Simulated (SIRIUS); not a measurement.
A self-consistent single point of GeRh (Pnma, 8 atoms in the cell; from Materials Project mp-22239, changed as shown).

```
CELL_PARAMETERS angstrom
      5.55925     0.00000     0.00000
      0.00000     3.22803     0.00000
      0.00000     0.00000     6.32835
ATOMIC_POSITIONS crystal
  Ge 0.80826 0.75000 0.43643
  Ge 0.19174 0.25000 0.56357
  Ge 0.69174 0.25000 0.93643
  Ge 0.30826 0.75000 0.06357
  Rh 0.99544 0.75000 0.79662
  Rh 0.00456 0.25000 0.20338
  Rh 0.50456 0.25000 0.29662
  Rh 0.49544 0.75000 0.70338
```

All values come from this method and carry its errors: LDA (PW92), GBRV LDA ultrasoft pseudopotentials (plane waves; SIRIUS).

SIRIUS settings:

| key | value |
|---|---|
| parameters.ngridk | 4 6 4 |
| parameters.xc_functionals | [XC_LDA_X, XC_LDA_C_PW] |
| parameters.gk_cutoff | 6.325 1/bohr |
| parameters.pw_cutoff | 14.143 1/bohr |
| parameters.smearing | fermi_dirac |
| parameters.smearing_width | 0.00367493 Ha |
| potentials | GBRV LDA ultrasoft pseudopotentials |
| parameters.electronic_structure_method | pseudopotential |
| parameters.num_bands | 70 |
| parameters.num_mag_dims | 0 |
| parameters.num_dft_iter | 100 |
| parameters.energy_tol | 1e-07 Ha |
| parameters.density_tol | 1e-06 |
| mixer.type | anderson |
| mixer.beta | 0.7 |
| mixer.use_hartree | false |

Results:

| Quantity | Result |
|---|---|
| Number of valence electrons | 116 |
| Number of bands | 70 |
| Number of k-points after the program's reduction | 36 |
| Number of plane waves (most at a k-point) | 3312 |
| Number of SCF iterations | 16 |
| FFT grid | 50 × 30 × 60 |
| Free energy E − TS | -20927.8813 eV |
| Fermi level (on the code's own zero) | 17.34 eV |
| Pressure | 4.40 GPa |
| Largest force (vector length) | 0.166 eV/Å |

Forces (eV/Å):
```csv
atom,Fx,Fy,Fz
Ge1,-0.022,0.000,-0.053
Ge2,0.022,0.000,0.053
Ge3,0.022,0.000,-0.053
Ge4,-0.022,0.000,0.053
Rh5,-0.055,0.000,0.156
Rh6,0.055,0.000,-0.156
Rh7,0.055,0.000,0.156
Rh8,-0.055,0.000,-0.156
```

Stress (GPa, positive for compression):
```
4.68  0.00  0.00
0.00  4.18  0.00
0.00  0.00  4.33
```

For comparison: a first run was changed to give this one (lattice scaled by 0.98), and from it to this one the free energy drops by 6.3 meV/atom, the pressure goes from -8.00 to 4.40 GPa and the largest force goes from 0.178 to 0.166 eV/Å.

The structure comes from a collection of computed structures, made at another level of theory; the collection holds predicted forms beside known ones. No clean gap shows at this smearing width and mesh (spacing up to 0.32 Å⁻¹); the mesh is coarse for partly filled bands, so the values carry mesh errors.

Cost on one core: roughly 4 core-minutes.
